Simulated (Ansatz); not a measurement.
This run works on a generated trial structure, not on a known crystal.

Input and command of a plane-wave DFT calculation in Ansatz:

```yaml
crystal:
  lattice:
    - [4.5883569864, 0.0, 0.0]
    - [-2.2941784932, 3.9736337118, 0.0]
    - [0.0, 0.0, 12.248791]
  atoms:
    - { symbol: Rb, position: [0.0, 0.0, 0.0] }
    - { symbol: Rb, position: [0.3333333333, 0.6666666667, 0.358933] }
    - { symbol: Rb, position: [0.6666666667, 0.3333333333, 0.641067] }
    - { symbol: H, position: [0.0, 0.0, 0.5] }
basis:
  ecutwfc: 420
kpoints:
  mp_grid: { grid: [12, 12, 4] }
hamiltonian:
  xc: pbe
scf:
  occupations: { method: fermi_dirac, width: 0.15 }
output:
  forces: true
  stress: true
  eigenvalues: true
relax:
  adjacent_minimum: "off"
  f_tol: 0.001
  max_steps: 60
  cell: { stress_tol: 0.01 }
```

```bash
ansatz run input.yaml --threads 1 --pin off --max-ram 3072MiB --backend cpu --events-out ev --progress --plain --runs-dir out
```

Processor: Arm Neoverse N1, 1 thread, on a host shared with other jobs.

Task: Estimate time, memory and problem size.

Result: About 2.7 min, peak memory 0.56 GiB. It solves 19 bands at 69 k points (after reduction by symmetry) with about 4427 plane waves (on the last cell), in 45 SCF iterations over 6 ionic steps.
